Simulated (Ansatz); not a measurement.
GaSe:
Space group P6₃/mmc (No. 194); a = b = 3.7110 Å, c = 15.7394 Å, α = β = 90.00°, γ = 120.00°

```csv
atom,site,symmetry,x,y,z
Ga,4f,3m.,0.3333,0.6667,0.1736
Se,4f,3m.,0.6667,0.3333,0.0997
```

This is the LDA-relaxed structure.

Q: All from LDA in the plane-wave PAW code Ansatz, unless another level is named. Give the hole effective mass with spin–orbit coupling.

A: 0.074, 1.0, 1.0 mₑ (principal values).

Q: Predict the band gap.

A: 0.85 eV (direct).

Q: What about the valence-band maximum?

A: at Γ.

Space group P6_3/mmc. Symmetry was held in the LDA relaxation. A crystal of weakly bound layers computed without a dispersion correction: the cell and the soft elastic constants depend strongly on that. Scalar-relativistic: spin–orbit coupling is off unless named, which matters more the heavier the elements.

Potentials: the later of the program's two PAW sets.
